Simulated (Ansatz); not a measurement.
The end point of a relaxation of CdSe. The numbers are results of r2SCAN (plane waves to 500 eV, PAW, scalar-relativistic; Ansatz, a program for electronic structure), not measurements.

```cif
data_CdSe
_chemical_formula_sum 'Se1 Cd1'
_space_group_name_H-M_alt 'P 1'
_space_group_IT_number 1
_cell_length_a 4.33754
_cell_length_b 4.33754
_cell_length_c 4.33754
_cell_angle_alpha 60.000
_cell_angle_beta 60.000
_cell_angle_gamma 60.000
loop_
_space_group_symop_operation_xyz
  'x, y, z'
loop_
_atom_site_label
_atom_site_type_symbol
_atom_site_fract_x
_atom_site_fract_y
_atom_site_fract_z
_atom_site_occupancy
Se1 Se 0.75000 0.75000 0.75000 1
Cd1 Cd 0.00000 0.00000 0.00000 1
```

### Question
Determine the symmetry and give the standard cell with its independent sites.

### Answer
Space group F-43m (No. 216); a = b = c = 6.134 Å, α = β = γ = 90.00°

```tsv
atom	site	symmetry	x	y	z
Se	4c	-43m	0.2500	0.2500	0.2500
Cd	4a	-43m	0.0000	0.0000	0.0000
```

This is the zinc blende type.

### Question
Give the shortest distances between elements (the closest pairs, up to four, under 3.6 Å).

### Answer
Cd–Se 2.66 Å.

| Item | Result |
|---|---|
| Volume per atom | 28.85 Å³ |
| Density | 5.51 g/cm³ |
| Band gap | 1.04 eV, direct at Γ (no spin-orbit coupling) |

No spin polarisation in the result.

Measured for CdSe: a 6.077 Å (room temperature; as listed in arXiv:1206.3780); gap 1.77 eV (0 K or low temperature; as listed in arXiv:1206.3780). Computed minus measured — a: r2SCAN +0.9 %; gap: r2SCAN -0.73 eV. The computed values are for a static lattice, and a measured gap can be an optical one, lowered by exciton binding.

The run could not lose the symmetry of its start.

All atoms sit on sites fixed by symmetry, so only the cell could relax.
